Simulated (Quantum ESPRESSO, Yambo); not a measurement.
## Levels of theory for the gap of CsCdF₃

CsCdF3 (cubic perovskite, space group Pm-3m, No. 221): one geometry, one set of norm-conserving PBEsol (Quantum ESPRESSO, 102 Ry, with spin-orbit coupling) orbitals, self-energies from Yambo (2×2×2 Γ-centred k mesh, bands 9 to 278 and a 7 Ry block in the screening, 278 bands in G with the Bruneval-Gonze terminator, plasmon pole fitted at 27.2 eV).

The geometry is that of Materials Project entry mp-8399, symmetrised and not relaxed again.

| level | gap R → Γ (eV) | direct gap at Γ (eV) | rough Yambo cost |
|---|---|---|---|
| PBEsol (Quantum ESPRESSO) | 3.22 | 4.24 | – |
| exchange only (Hartree-Fock self-energy on PBEsol orbitals) | 14.83 | 16.50 | about 1/8 (11 states) |
| static COHSEX@PBEsol | 6.71 | 8.24 | within a factor of two (3 states) |
| G0W0@PBEsol, plasmon pole | 6.18 | 7.40 | 1 (11 states) |

Bare exchange has no screening and gives the widest gap; static COHSEX screens it but leaves out the frequency dependence, which G0W0 restores.

Costs are rough ratios of core time on shared machines.

Nearest settings tried, and what they do to the gap: 184 bands in W, 184 bands in G: +162 meV; 3 Ry block (81 vectors against 203): +175 meV. Not varied: mesh. So the settings aren't converged at that level. The k mesh is coarse.

The cell is held in this high symmetry; tilts and polar distortions were not searched.

The structure is a Materials Project entry; no match was found in the copy of COD used, and its stability was not checked.
